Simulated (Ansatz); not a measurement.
## Hf2Pd2Se2Br2O3: changing the choice of potentials or basis

```cif
data_structure
_symmetry_space_group_name_H-M 'Immm'
_symmetry_Int_Tables_number 71
_cell_length_a 3.7845
_cell_length_b 5.3442
_cell_length_c 24.5685
_cell_angle_alpha 90.000
_cell_angle_beta 90.000
_cell_angle_gamma 90.000
_cell_volume 496.91
loop_
_atom_site_label
_atom_site_type_symbol
_atom_site_symmetry_multiplicity
_atom_site_Wyckoff_symbol
_atom_site_fract_x
_atom_site_fract_y
_atom_site_fract_z
_atom_site_occupancy
Hf1 Hf 4 i 0.00000 0.00000 0.92095 1
Pd1 Pd 4 i 0.00000 0.00000 0.68332 1
Se1 Se 4 j 0.50000 0.00000 0.61777 1
Br1 Br 4 i 0.00000 0.00000 0.78660 1
O1 O 4 j 0.50000 0.00000 0.90121 1
O2 O 2 a 0.00000 0.00000 0.00000 1
```

The cell comes from a database or a generator and needn't be the stable form of this composition.

Kept alike: task single point; functional PBE; k mesh 9 × 9 × 9; occupations fermi-dirac, width 0.05 eV; no spin polarisation. Program: Ansatz. Cutoffs run from 900 to 1380 eV. The mesh is that of the run's cell of 11 atoms. No spin-orbit coupling.

| choice of potentials or basis | pressure (GPa) |
| --- | --- |
| Ansatz NC | 0.01 |
| Ansatz PAW (files of its older set among them) | 0.02 |
| JTH PAW | -0.24 |
| PseudoDojo standard (PBE files) | -0.49 |
| SPMS NC | -0.41 |

Pressure is positive in compression, with a Pulay correction for the finite cutoff. For a metal such a mesh leaves the last digits unconverged.

The pressure runs from -0.49 (PseudoDojo standard (PBE files)) to 0.02 GPa (Ansatz PAW (files of its older set among them)).
